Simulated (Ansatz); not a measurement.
Relaxed-ion elastic tensor of LiAl₃ (Cu3Au type, space group No. 221) in GPa (Voigt order), DFT-PBEsol in the program Ansatz with PAW potentials; density 2.28 g/cm³, 16.01 Å³ per atom.

```
 131  34.8  34.8   0.0   0.0   0.0
34.8   131  34.8   0.0   0.0   0.0
34.8  34.8   131   0.0   0.0   0.0
 0.0   0.0   0.0  42.0   0.0   0.0
 0.0   0.0   0.0   0.0  42.0   0.0
 0.0   0.0   0.0   0.0   0.0  42.0
```

Question: Is the crystal mechanically stable?

Answer: Yes: the smallest eigenvalue of C is 42.0 GPa.

Question: Work out the Voigt, Reuss and Hill averages.

Answer: K_V = 67.0, K_R = 67.0, K_H = 67.0; G_V = 44.5, G_R = 44.3, G_H = 44.4 GPa.

Question: Give Young's modulus, Poisson's ratio, Pugh's ratio and the universal anisotropy index.

Answer: E = 9KG/(3K + G) = 109 GPa; ν = 0.23; K/G = 1.51 (brittle by the Pugh limit of 1.75); A_U = 5G_V/G_R + K_V/K_R − 6 = 0.02.

Question: Estimate the sound speeds and the Debye temperature.

Answer: v_l = √((K + 4G/3)/ρ) = 7440 m/s, v_t = √(G/ρ) = 4420 m/s, mean 4890 m/s; Θ = (h/k)(3n/4πV)^(1/3) v_m = 578 K.

Question: Give the Zener ratio and Young's modulus along [100], [110] and [111].

Answer: A = 2C44/(C11 − C12) = 0.87; 1/E = S11 − 2(S11 − S12 − S44/2)Γ with Γ = 0, 1/4, 1/3 gives 117, 107, 104 GPa.

Question: Solve the Christoffel equation for the three sound speeds along [100], [110], [111].

Answer: Eigenvalues of C_ijkl n_j n_l equal ρv². In km/s, slowest first: [100] 4.30, 4.30, 7.59; [110] 4.30, 4.60, 7.41; [111] 4.50, 4.50, 7.35.

Space group Pm-3m (Cu3Au type). The first step of the workflow began from a Materials Project structure, measured or hypothetical; the Crystallography Open Database copy checked does not list it. With Li and Al taken as one species the cell has the higher symmetry Fm-3m, so it may be an ordered model of a mixed-site phase. Whether it is the stable phase at ambient conditions was not checked. The cell was relaxed with PBEsol under the symmetry of its start; of distortions, only those at the zone centre were tested. As this level gives no gap, shear constants depend on the k-mesh and smearing (Fermi–Dirac, 0.1 eV here).

Potentials: the later of the program's two PAW sets.
